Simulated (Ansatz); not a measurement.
**Collinear states of CoO**

The calculation used DFT PBEsol+U, scalar-relativistic, plane waves, PAW (Ansatz 0.2.0).

```
CELL_PARAMETERS angstrom
2.85121 0.00000 0.00000
-1.42561 2.46922 0.00000
0.00000 0.00000 5.13519
ATOMIC_POSITIONS crystal
Co 0.00000 0.00000 0.00000
Co 0.00000 0.00000 0.50000
O 0.33333 0.66667 0.25000
O 0.66667 0.33333 0.75000
```

* plane-wave cutoff: 420 eV
* Γ-centred k-mesh: 18×18×10
* occupation rule: Gaussian smearing, 0.05 eV
* U_eff on Löwdin-orthogonalised atomic d orbitals: Co 5 eV
* list of starting moments (μB, in atom order): 3 3 0 0
* check for lower electronic states after the SCF: on

All runs keep this geometry, which isn't relaxed for the lowest state (largest force there 0.000 eV/Å, pressure 17.2 GPa; forces reach 0.18 eV/Å in another state) and needn't be a stable compound; relaxing each order would shift the differences by some 35 meV/atom, going by the pressures and a bulk modulus of about 150 GPa. Signs run over the atoms with starting moments. Site moments are spin moments in atom-centred spheres that scale with the neighbour distance. The states are those that the runs reached from these starts; a lower one can exist.

Question: Order the starts by the energy of the state that they reach, lowest first.
A. antiferromagnetic in the cell, signs +-
B. ferromagnetic

Answer: B (0.00 meV/atom), A (150 meV/atom).

```tsv
start	ends	energy above lowest (meV/atom)	site moments (μB)	gap on mesh (eV)	P (GPa)
ferromagnetic	ferromagnetic	0.00	Co +2.57 (×2), O +0.25 (×2)	0.27	17.2
antiferromagnetic in the cell, signs +-	antiferromagnetic	150	Co +2.50, Co -2.48	metal	10.4
```

Cost: 2 runs of about 7.9 core-minutes in all, on Intel Xeon Processor @ 2.70GHz (shared hosts).